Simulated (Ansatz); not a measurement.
Ta2O5:
```cif
data_O10Ta4
_chemical_formula_sum 'Ta4 O10'
_space_group_name_H-M_alt 'P 1'
_space_group_IT_number 1
_cell_length_a 6.19562
_cell_length_b 7.32563
_cell_length_c 3.78672
_cell_angle_alpha 90.000
_cell_angle_beta 90.000
_cell_angle_gamma 90.000
loop_
_space_group_symop_operation_xyz
  'x, y, z'
loop_
_atom_site_label
_atom_site_type_symbol
_atom_site_fract_x
_atom_site_fract_y
_atom_site_fract_z
_atom_site_occupancy
Ta1 Ta 0.77596 0.61968 0.00000 1
Ta2 Ta 0.72404 0.11968 0.00000 1
Ta3 Ta 0.22404 0.38032 0.00000 1
Ta4 Ta 0.27596 0.88032 0.00000 1
O1 O 0.80174 0.65819 0.50000 1
O2 O 0.69826 0.15819 0.50000 1
O3 O 0.19826 0.34181 0.50000 1
O4 O 0.30174 0.84181 0.50000 1
O5 O 0.50000 0.50000 0.00000 1
O6 O 0.88948 0.36034 0.00000 1
O7 O 0.00000 0.00000 0.00000 1
O8 O 0.38948 0.13966 0.00000 1
O9 O 0.61052 0.86034 0.00000 1
O10 O 0.11052 0.63966 0.00000 1
```

Relaxed with PBEsol. DFT-PBEsol in the program Ansatz with PAW potentials gives a gap of 2.17 eV.

Question: What gap does HSE06 give on the same cell (Ansatz, PAW)?

Answer: 3.74 eV, 1.57 eV more. The hybrid was solved on a coarser mesh and at special points; the gap given is the minimum over both.

| k | v1 PBEsol | c1 PBEsol | v1 HSE06 | c1 HSE06 |
|---|---|---|---|---|
| Γ | -0.79 | 2.49 | -0.77 | 4.00 |
| X | -1.07 | 2.52 | [?] | [?] |
| Z | 0.00 | 2.17 | 0.00 | 3.74 |
| U | -0.26 | 3.21 | [?] | [?] |
| Y | -0.87 | 2.49 | [?] | [?] |
| S | -0.96 | 3.15 | -0.95 | 4.66 |
| T | -0.26 | 3.43 | [?] | [?] |
| R | -0.48 | 3.17 | -0.51 | 4.80 |

Question: Top valence (v1) and lowest conduction level (c1) in eV from each method's valence maximum (which need not be a listed point): supply the withheld HSE06 values.

Answer: 
- U, v1 HSE06: -0.28
- U, c1 HSE06: 4.85
- Y, v1 HSE06: -0.85
- Y, c1 HSE06: 4.02
- T, v1 HSE06: -0.28
- T, c1 HSE06: 5.04
- X, v1 HSE06: -1.07
- X, c1 HSE06: 4.03

Cost on shared cores: the PBEsol run (SCF on a 5×4×7 mesh, then bands and DOS) very roughly 4 core-minutes, the HSE06 run (SCF on 3×3×4, then a few points) about 12 core-minutes (a rough figure); the tasks are unlike.

Space group Pbam. The workflow started from a Materials Project entry (that database holds measured and hypothetical structures alike); the Crystallography Open Database copy checked does not list it. COD files the formula under space group No. 49. Its standing as an ambient phase is unchecked. Symmetry was held in the PBEsol relaxation; its stability against distortions is not shown here. The run is not spin-polarised. Scalar-relativistic: spin–orbit coupling is off unless named, which matters more the heavier the elements.

Potentials: the later of the program's two PAW sets.
